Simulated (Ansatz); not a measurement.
Cu$_{2}$Se:
```
CELL_PARAMETERS angstrom
      0.00000     2.84585     2.84585
      2.84585     0.00000     2.84585
      2.84585     2.84585     0.00000
ATOMIC_POSITIONS crystal
  Cu 0.75000 0.75000 0.75000
  Cu 0.50000 0.50000 0.50000
  Se 0.00000 0.00000 0.00000
```

Relaxed with PBEsol. Special points in fractions of this cell's reciprocal vectors: Γ (0.000, 0.000, 0.000); X (0.500, 0.000, 0.500); U (0.625, 0.250, 0.625); K (0.375, 0.375, 0.750); L (0.500, 0.500, 0.500); W (0.500, 0.250, 0.750).

List the band energies nearest the Fermi level at these points for the program Ansatz at the PBEsol with spin–orbit coupling level (PAW).

In eV from the Fermi level; about four levels below and three above (degenerate sets whole), none deeper than 8.9 eV; points with the same levels are listed once.

```csv
k,below,above
Γ,-0.12 -0.12 -0.12 -0.12,5.30 5.30 5.40 5.40 5.40 5.40
X,-1.67 -1.67 -1.67 -1.67 -0.10 -0.10,3.63 3.63 8.21 8.21
U,-1.68 -1.65 -1.49 -1.41,1.08 1.10 4.50
L,-0.19 -0.19 -0.15 -0.15,0.81 0.81 3.80 3.80
W,-1.74 -1.68 -1.66 -1.61,2.79 2.82 3.95
```

Space group F-43m. The workflow started from an entry of the Crystallography Open Database (COD). Whether it is the stable phase at ambient conditions was not checked. The PBEsol relaxation kept the symmetry of its start. At this level the phase is mechanically unstable. The run is not spin-polarised.

Potentials: the later of the program's two PAW sets.
